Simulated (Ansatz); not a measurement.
LuZn$_{2}$ in space group Imma (No. 74; Lu on 4e, Zn on 8h), DFT-r²SCAN in the program Ansatz with PAW potentials, all energies at zero smearing, with the estimated change up to a 700 eV cutoff added, with one set of potentials and settings (totals compare only within such a set). Cell of 6 atoms (2 Lu, 4 Zn): -42792.641 eV.

| element | reference phase | E (eV/atom) |
|---|---|---|
| Lu | P6_3/mmc, 2 atoms in the cell | -14743.6978 |
| Zn | P6_3/mmc, 2 atoms in the cell | -3325.6729 |

Formation energy per atom, worked out: (-42792.641 − 2×(-14743.6978) − 4×(-3325.6729))/6 = -0.426 eV/atom (-41 kJ per mol of atoms), at 0 K, without zero-point energy or fitted corrections.

The first step of the workflow began from a Materials Project structure, measured or hypothetical; the Crystallography Open Database copy checked does not list it. Whether it is the stable phase at ambient conditions was not checked. The r²SCAN relaxation kept the symmetry of its start; whether a distortion lowers the energy is not shown. The references are the lowest solids computed at this level, not always the standard phases. Spin–orbit coupling is left out wherever it is not named.

Potentials: the later of the program's two PAW sets.
